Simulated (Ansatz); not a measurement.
Ru:
```cif
data_Ru8
_chemical_formula_sum 'Ru8'
_space_group_name_H-M_alt 'Fd-3m :1'
_space_group_IT_number 227
_space_group_name_Hall 'F 4d 2 3 -1d'
_cell_length_a 5.39066
_cell_length_b 5.39066
_cell_length_c 5.39066
_cell_angle_alpha 90.000
_cell_angle_beta 90.000
_cell_angle_gamma 90.000
loop_
_atom_site_label
_atom_site_type_symbol
_atom_site_symmetry_multiplicity
_atom_site_Wyckoff_symbol
_atom_site_fract_x
_atom_site_fract_y
_atom_site_fract_z
_atom_site_occupancy
Ru1 Ru 8 b 0.50000 0.50000 0.50000 1
```
(The calculation used a cell of 2 atoms; values per cell refer to that cell.)

Relaxed with PBEsol.

Decompose the optical modes at the zone centre into irreducible representations, and say which are infrared and Raman allowed.

Point group m-3m: Γ_opt = T2g. Infrared: none. Raman: T2g.

Assign frequencies (DFPT, the program Ansatz at the PBEsol level (PAW)).

T2g 268 cm⁻¹.

The start of the workflow was typed in or built on a structure type; neither database checked (COD, Materials Project) lists it. It is not the phase usual at ambient conditions (space group No. 194). Symmetry was held in the PBEsol relaxation. At this level the phase is mechanically unstable. The workflow began spin-polarised and lost its moments. As this level gives no gap, phonon frequencies hold no LO–TO term and depend on the k-mesh and smearing (Fermi–Dirac, 0.1 eV here).

Potentials: the later of the program's two PAW sets.
